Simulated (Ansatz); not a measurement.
Phonons of rocksalt-structured ZrC

Computed with Ansatz (plane waves, PAW, 500 eV cutoff): r²SCAN, scalar-relativistic, no spin polarisation, Gaussian smearing of 0.15 eV; PAW files: Ansatz's generated set soft_2.

```yaml
crystal:
  lattice:
    - [0.00000, 2.35588, 2.35588]
    - [2.35588, 0.00000, 2.35588]
    - [2.35588, 2.35588, 0.00000]
  atoms:
    - { symbol: Zr, position: [0.50000, 0.50000, 0.50000] }
    - { symbol: C, position: [0.00000, 0.00000, 0.00000] }
```

The start was a prototype's sites filled with these elements; the Crystallography Open Database holds the compound in this structure.

Force constants come from finite displacements in a 2×2×2 supercell (the unit cell's 12×12×12 k-mesh, folded to it); the long-range dipole term is not included. Points in reciprocal vectors of this cell: Γ = (0.000, 0.000, 0.000), X = (0.500, 0.000, 0.500), U = (0.625, 0.250, 0.625), K = (0.375, 0.375, 0.750), L = (0.500, 0.500, 0.500), W = (0.500, 0.250, 0.750).

Frequencies at the named points (cm⁻¹, imaginary ones negative):
```
point                 ω (cm⁻¹)
    Γ        0 0 0 396 396 396
    X  204 204 261 444 444 543
    U  192 250 257 468 529 555
    K  192 250 257 468 529 555
    L  179 179 331 518 518 672
    W  216 245 245 488 536 536
```

Q: Is the structure dynamically stable along this path, and where does the spectrum end?

A: Yes: no branch is imaginary beyond numerical noise. The highest frequency is 672 cm⁻¹, at L. Points that don't fit the supercell are interpolated.

Q: What does the harmonic approximation give for the vibrational free energy, entropy and heat capacity?

A: Zero-point energy 68.1 meV/atom.
```tsv
T (K)	F_vib (meV/atom)	S (J/K per mole of atoms)	C_V (J/K per mole of atoms)
100	67.2	2.9	6.5
200	60.5	10.1	14.6
300	46.4	17.0	19.0
400	25.6	22.8	21.3
500	-0.7	27.7	22.5
600	-31.6	31.9	23.2
700	-66.5	35.5	23.6
800	-105.0	38.7	23.9
900	-146.6	41.5	24.1
1000	-190.9	44.0	24.3
```

The highest mode, 672 cm⁻¹, is worth 970 K. At 300 K the heat capacity has reached 76 % of the classical limit 3R = 24.9 J/K per mole of atoms, since the stiffer modes are still partly frozen out.

The crystal is a metal or nearly so; low and unstable modes depend on mesh and smearing.

It ran for 97 s on 4 threads of Intel(R) Xeon(R) Processor @ 2.50GHz (Skylake/Cascade Lake), on a shared host, peak memory 1.9 GiB.
